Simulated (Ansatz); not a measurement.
A geometry of WSe2 away from equilibrium: step 3 of the relaxation of a relaxed WSe2 cell with every coordinate shifted by Gaussian noise of σ = 0.2 Å. Level of theory: PBEsol (plane waves to 420 eV, PAW, scalar-relativistic; Ansatz, a quantum-chemistry and plane-wave program). Γ-centred k-mesh 8×8×2 on the run's cell (coarser than for final values), Fermi–Dirac smearing 0.05 eV. The plane waves were selected for a different cell earlier on the path.

```
CELL_PARAMETERS angstrom
      3.28018     0.00193     0.02334
     -1.63842     2.81518    -0.02887
      0.09434    -0.08026    12.77229
ATOMIC_POSITIONS crystal
  W  0.35700 0.67176 0.25010
  W  0.70221 0.34091 0.75455
  Se 0.35857 0.66805 0.62635
  Se 0.69663 0.33479 0.11717
  Se 0.68157 0.35284 0.38212
  Se 0.36594 0.67737 0.88759
```

Task: Give the Cartesian forces on all atoms (eV/Å).

Result: 
```csv
atom,Fx,Fy,Fz
W1,-0.24,0.22,-0.15
W2,-0.39,-0.02,0.91
Se3,0.44,-0.04,-0.61
Se4,-0.02,-0.05,0.46
Se5,0.27,-0.16,-0.21
Se6,-0.06,0.06,-0.40
```

The path ends in P6₃/mmc (No. 194) (AFLOW prototype AB2_hP6_194_c_f (C7, as in MoS2)). No spin polarisation in the result. Without a van der Waals term the distances between weakly bound units are poorly fixed.
